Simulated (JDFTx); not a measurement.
```yaml
surface: Mo(100)
bulk: Mo, Im-3m, lattice of mp-129 (not re-optimised)
slab: 6 atoms in 6 planes, 1x1, 7.5 Å between the outermost planes
in-plane cell: 3.168 × 3.168 Å, 10.03 Å²
cell_height: 23.9 Å
sampling: 8×8×1 k mesh, Fermi smearing 0.01 Ha, no spin polarisation
```

Method: PBE, GBRV ultrasoft potentials, plane waves to 20/100 Ha, in JDFTx (a modified build). Liquid on both sides: linear PCM (GLSSA13), water, 0.5 M NaCl; nuclei fixed, outer atoms relaxed in vacuum. SHE scale: U = −μ/e − 4.44 V, by convention. This is a symmetric, unreconstructed model surface, and the continuum liquid cannot react with it. Convergence in thickness and k mesh wasn't tested for this slab.

```json
[
 {"U (V vs SHE)": "-1.90", "μ (eV)": "-2.54", "excess electrons per cell": "0.247", "σ (μC/cm², per face)": "-19.7", "run": "fixed potential"},
 {"U (V vs SHE)": "-1.70", "μ (eV)": "-2.74", "excess electrons per cell": "(withheld)", "σ (μC/cm², per face)": "(withheld)", "run": "fixed potential"},
 {"U (V vs SHE)": "(withheld)", "μ (eV)": "(withheld)", "excess electrons per cell": "0.188", "σ (μC/cm², per face)": "-15.0", "run": "fixed charge"},
 {"U (V vs SHE)": "-1.15", "μ (eV)": "-3.29", "excess electrons per cell": "0.074", "σ (μC/cm², per face)": "-5.9", "run": "fixed potential"},
 {"U (V vs SHE)": "-1.00", "μ (eV)": "-3.44", "excess electrons per cell": "0.000", "σ (μC/cm², per face)": "0.0", "run": "neutral"}
]
```

Question: Fill in the missing entries, row by row.

Answer: 
- -1.70, excess electrons per cell: 0.210
- -1.70, σ (μC/cm², per face): -16.8
- row 3, U (V vs SHE): -1.59
- -1.59, μ (eV): -2.85
